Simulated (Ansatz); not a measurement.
Suppose Cd₂Te₃ takes space group P6/mmm (No. 191), with Cd on 2e; Te on 3f.

These are results of DFT PBE, scalar-relativistic, plane waves, PAW (Ansatz 0.2.0), not measurements. Cutoff 420 eV, Γ-centred mesh, Gaussian smearing, no spin polarisation.

The zero of energy is the elements' standard structures at the same level; no fitted shifts are applied.

Question: Predict the relaxed structure.

Answer:

Space group P6/mmm (No. 191). a = 6.233 Å, b = 6.233 Å, c = 5.887 Å, α = 90.00°, β = 90.00°, γ = 120.00°
```tsv
atom	site	symmetry	x	y	z
Cd	2e	6mm	0.0000	0.0000	0.2669
Te	3f	mmm	0.5000	0.0000	0.0000
```

Around Cd lie 1 Cd at 2.74 Å, 1 Cd at 3.14 Å and 6 Te at 3.49 Å; Te is surrounded by 4 Te at 3.12 Å and 4 Cd at 3.49 Å. Another local minimum with the same sites may exist.

Question: And its energy and gap?

Answer: The formation energy is +0.20 eV/atom. The gap on the 6×6×6 mesh of the 5-atom cell is 0 eV (a metal). It can't be a ground state, since the elements alone are lower.

The last run used Gaussian smearing of 0.10 eV. Spin–orbit coupling, which can matter for Te, is left out. The reference form of Te is held partly by dispersion forces, which this level lacks. A structure relaxed within its symmetry needn't be a true minimum. Another cell of Cd2Te3 relaxed alike, in R-3c, lies 246 meV/atom lower, so this cell isn't the stable form at this level.
